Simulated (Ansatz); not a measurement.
## Data sheet: MgPt (DFT)

MgPt:
```cif
data_Mg4Pt4
_chemical_formula_sum 'Mg4 Pt4'
_space_group_name_H-M_alt 'P 1'
_space_group_IT_number 1
_cell_length_a 5.04328
_cell_length_b 5.04328
_cell_length_c 5.04328
_cell_angle_alpha 90.000
_cell_angle_beta 90.000
_cell_angle_gamma 90.000
loop_
_space_group_symop_operation_xyz
  'x, y, z'
loop_
_atom_site_label
_atom_site_type_symbol
_atom_site_fract_x
_atom_site_fract_y
_atom_site_fract_z
_atom_site_occupancy
Mg1 Mg 0.15557 0.34443 0.65557 1
Mg2 Mg 0.34443 0.65557 0.15557 1
Mg3 Mg 0.65557 0.15557 0.34443 1
Mg4 Mg 0.84443 0.84443 0.84443 1
Pt1 Pt 0.85255 0.64745 0.35255 1
Pt2 Pt 0.64745 0.35255 0.85255 1
Pt3 Pt 0.35255 0.85255 0.64745 1
Pt4 Pt 0.14745 0.14745 0.14745 1
```

Space group P2_13 (No. 198); conventional cell a = b = c = 5.0433 Å, α = β = γ = 90.00°.

Method: the program Ansatz at the r²SCAN level (PAW). The cell and atoms are relaxed at this level. Other levels are named where they apply.

Cell and energy:

```yaml
volume_per_atom: 16.03 Å³
density: 11.36 g/cm³
Formation energy from the elements (no fitted shifts): -0.75 eV/atom
```

Electronic structure:

```yaml
electronic_character: metallic (no gap)
Density of states at the Fermi level: 0.42 states/eV per atom (mean over ±0.08 eV)
Gap with spin–orbit coupling: none (metallic)
```

Mechanics:

```yaml
Bulk modulus (Birch–Murnaghan fit): 125 GPa
Pressure derivative B′: 4.7
Elastic constants (relaxed ions, GPa): C11 = 182, C12 = 96.3, C44 = -16.9
mechanical_stability: unstable (C has a negative eigenvalue)
```

Phonons:

```yaml
highest_zone_centre_frequency: 333 cm⁻¹
zone_centre_stability: no imaginary mode at Γ
```

Charges:

```yaml
bader_charges: Mg +1.61, Pt -1.61 e
```

The first step of the workflow began from a Materials Project structure, measured or hypothetical; the Crystallography Open Database copy checked does not list it. With Mg and Pt taken as one species the cell has the higher symmetry Pa-3, so it may be an ordered model of a mixed-site phase. Its standing as an ambient phase is unchecked. The r²SCAN relaxation kept the symmetry of its start. No spin polarisation was allowed. As this level gives no gap, shear constants depend on the k-mesh and smearing (Fermi–Dirac, 0.1 eV here). As this level gives no gap, phonon frequencies hold no LO–TO term and depend on the k-mesh and smearing (Fermi–Dirac, 0.1 eV here). The references are the lowest solids computed at this level, not always the standard phases. Scalar-relativistic: spin–orbit coupling is off unless named, which matters more the heavier the elements.

Potentials: the later of the program's two PAW sets.
